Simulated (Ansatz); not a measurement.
GaAs:
Space group I-4m2 (No. 119); a = b = 5.088 Å, c = 2.887 Å, α = β = γ = 90.00°

```tsv
atom	site	symmetry	x	y	z
Ga	2c	-4m2	0.0000	0.5000	0.2500
As	2a	-4m2	0.0000	0.0000	0.0000
```
(The calculation used a cell of 2 atoms; values per cell refer to that cell.)

Relaxed with r²SCAN.

### Question
Tabulate the valence density and the electron localisation function along the shortest Ga–As contact (2.64 Å), DFT-r²SCAN in the program Ansatz with PAW potentials.

### Answer


| distance from Ga (Å) | density (e/Å³) | ELF |
|---|---|---|
| 0.26 | 24.27 | 0.04 |
| 0.40 | 9.92 | 0.04 |
| 0.53 | 3.42 | 0.11 |
| 0.66 | 1.33 | 0.20 |
| 0.79 | 0.71 | 0.27 |
| 0.93 | 0.47 | 0.30 |
| 1.06 | 0.37 | 0.37 |
| 1.19 | 0.34 | 0.51 |
| 1.32 | 0.35 | 0.65 |
| 1.45 | 0.40 | 0.71 |
| 1.59 | 0.49 | 0.72 |
| 1.72 | 0.65 | 0.71 |
| 1.85 | 1.02 | 0.68 |
| 1.98 | 2.14 | 0.59 |
| 2.12 | 5.08 | 0.43 |
| 2.25 | 11.22 | 0.27 |
| 2.38 | 20.54 | 0.19 |

The density is the valence pseudo-density with augmentation charge, so density and ELF within about 1 Å of a nucleus are not all-electron values.

The workflow started from a Materials Project entry (that database holds measured and hypothetical structures alike); the Crystallography Open Database copy checked does not list it. It is not the phase usual at ambient conditions (space group No. 216). The cell was relaxed with r²SCAN under the symmetry of its start; of distortions, only those at the zone centre were tested.

Potentials: the later of the program's two PAW sets.
